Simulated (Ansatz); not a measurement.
NbS2Br2:
```
NbS2Br2
1.0
    3.30869     5.68590     0.00000
   -3.30869     5.68590     0.00000
   -2.40469     0.00000     6.57860
Nb S Br
2 4 4
Direct
  0.12556   0.12556   0.00000
  0.87444   0.87444   0.00000
  0.85935   0.14065   0.69119
  0.14065   0.85935   0.30881
  0.32430   0.67570   0.13193
  0.67570   0.32430   0.86807
  0.97397   0.43361   0.23376
  0.02603   0.56639   0.76624
  0.43361   0.97397   0.76624
  0.56639   0.02603   0.23376
```

Relaxed with r²SCAN+D4. Independent-particle spectrum: no excitons, no local fields, no scissors shift; 0.1 eV broadening; ε₁ of the summed bands alone.

Task: Tabulate the dielectric function from plane-wave PAW r²SCAN+D4 (Ansatz code).

Result: 

| E (eV) | ε₁ xx | ε₂ xx | ε₁ yy | ε₂ yy | ε₁ zz | ε₂ zz |
|---|---|---|---|---|---|---|
| 0.0 | 6.59 | 0.00 | 7.17 | 0.00 | 5.81 | 0.00 |
| 0.4 | 6.63 | 0.00 | 7.22 | 0.00 | 5.83 | 0.00 |
| 0.8 | 6.75 | 0.00 | 7.39 | 0.00 | 5.91 | 0.00 |
| 1.2 | 6.98 | 0.00 | 7.69 | 0.00 | 6.04 | 0.00 |
| 1.6 | 7.39 | 0.00 | 8.23 | 0.00 | 6.25 | 0.00 |
| 2.0 | 8.08 | 0.33 | 9.25 | 0.05 | 6.58 | 0.01 |
| 2.4 | 8.91 | 1.59 | 10.74 | 0.95 | 7.03 | 0.19 |
| 2.8 | 9.33 | 1.86 | 15.31 | 1.96 | 7.69 | 0.21 |
| 3.2 | 8.28 | 2.79 | 3.83 | 23.59 | 8.86 | 0.91 |
| 3.6 | 7.81 | 3.17 | 2.80 | 3.16 | 9.14 | 3.00 |
| 4.0 | 11.57 | 4.46 | 7.00 | 3.69 | 10.62 | 3.55 |
| 4.4 | 6.96 | 10.71 | 8.70 | 6.47 | 4.24 | 9.58 |
| 4.8 | 4.11 | 7.67 | 5.54 | 9.58 | 6.94 | 6.01 |
| 5.2 | 3.58 | 7.48 | 2.30 | 8.96 | 5.14 | 7.91 |
| 5.6 | 2.28 | 9.02 | 0.46 | 9.35 | 3.06 | 7.44 |
| 6.0 | 1.80 | 5.58 | -2.15 | 7.10 | 2.45 | 6.80 |
| 6.4 | 1.86 | 7.03 | -1.78 | 3.81 | 2.11 | 6.53 |
| 6.8 | -0.65 | 5.25 | -0.64 | 3.12 | 0.42 | 5.11 |
| 7.2 | 0.06 | 3.26 | 0.11 | 1.70 | 0.40 | 3.18 |
| 7.6 | 1.28 | 2.96 | 1.10 | 1.72 | 2.28 | 3.06 |
| 8.0 | 2.13 | 3.09 | 1.94 | 1.88 | 0.72 | 4.77 |
| 8.4 | 2.32 | 3.71 | 2.69 | 3.04 | 1.84 | 2.85 |
| 8.8 | 2.36 | 4.23 | 1.62 | 3.92 | 2.72 | 4.21 |
| 9.2 | 1.46 | 5.00 | 1.40 | 2.76 | 1.12 | 4.59 |
| 9.6 | 1.82 | 3.94 | 1.88 | 3.26 | 1.91 | 3.74 |
| 10.0 | 1.96 | 4.68 | 1.26 | 2.77 | 1.43 | 5.02 |
| 10.4 | 0.96 | 5.39 | 2.10 | 3.47 | 0.92 | 4.38 |
| 10.8 | 0.00 | 5.73 | 1.21 | 3.98 | 0.60 | 5.04 |
| 11.2 | -0.93 | 4.62 | 0.76 | 3.84 | -0.56 | 4.13 |
| 11.6 | -0.97 | 4.45 | 0.62 | 3.31 | 0.03 | 3.86 |
| 12.0 | -1.56 | 3.82 | 0.91 | 3.75 | -0.64 | 3.97 |

Task: From ε at 2.2 eV (xx: 8.60 + 0.52i), find n, k, the normal reflectivity and the absorption coefficient.

Result: n = 2.93, k = 0.089, R = 24 %, α = 2kE/ħc = 20000 cm⁻¹.

With all bands, ε∞ without local fields is 6.64 (xx), 7.21 (yy), 5.85 (zz).

Space group C2/m. The workflow started from a Materials Project entry (that database holds measured and hypothetical structures alike); the Crystallography Open Database copy checked does not list it. Whether it is the stable phase at ambient conditions was not checked. Symmetry was held in the r²SCAN+D4 relaxation; whether a distortion lowers the energy is not shown. No spin polarisation was allowed. Scalar-relativistic: spin–orbit coupling is off unless named, which matters more the heavier the elements.

Potentials: the later of the program's two PAW sets.
